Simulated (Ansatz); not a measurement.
ZnCl₂:
```xyz
6
Lattice="3.5915 0.0000 0.0000 0.0000 3.5915 0.0000 0.0000 0.0000 10.2789" Properties=species:S:1:pos:R:3 pbc="T T T"
Zn     0.0000     0.0000     0.0000
Zn     1.7957     1.7957     5.1394
Cl     1.7957     0.0000     1.3425
Cl     1.7957     0.0000     6.4819
Cl     0.0000     1.7957     3.7969
Cl     0.0000     1.7957     8.9364
```

Relaxed with LDA. Special points in fractions of this cell's reciprocal vectors: Γ (0.000, 0.000, 0.000); X (0.000, 0.500, 0.000); M (0.500, 0.500, 0.000); Z (0.000, 0.000, 0.500); R (0.000, 0.500, 0.500); A (0.500, 0.500, 0.500).

Problem. List the band energies nearest the valence-band maximum at these points for LDA (plane waves, PAW; program Ansatz).

Solution. In eV from the valence-band maximum; about four levels below and three above (degenerate sets whole), none deeper than 8.9 eV; points with the same levels are listed once.

```json
[
 {"k": "Γ", "below": "-0.47 -0.47 -0.18 0.00 0.00", "above": "3.65 5.17 5.36"},
 {"k": "X", "below": "-0.65 -0.65 -0.28 -0.28", "above": "5.18 5.18 7.94 7.94"},
 {"k": "M", "below": "-1.78 -1.78 -1.36 -1.36", "above": "5.71 5.71 6.10 6.10"},
 {"k": "Z", "below": "-0.30 -0.30 -0.12 -0.12", "above": "4.41 4.41 5.67 5.67"},
 {"k": "R", "below": "-0.99 -0.99 -0.28 -0.28", "above": "5.29 5.29 7.61 7.61"},
 {"k": "A", "below": "-1.70 -1.70 -1.46 -1.46", "above": "6.19 6.19 6.38 6.38 6.38 6.38"}
]
```

Space group P4_2/nmc. The first step of the workflow began from a Materials Project structure, measured or hypothetical; the Crystallography Open Database files this formula in space group No. 137, but the cells were not matched. Whether it is the stable phase at ambient conditions was not checked. The LDA relaxation kept the symmetry of its start; whether a distortion lowers the energy is not shown. A crystal of weakly bound layers computed without a dispersion correction: the cell and the soft elastic constants depend strongly on that.

Potentials: the later of the program's two PAW sets.
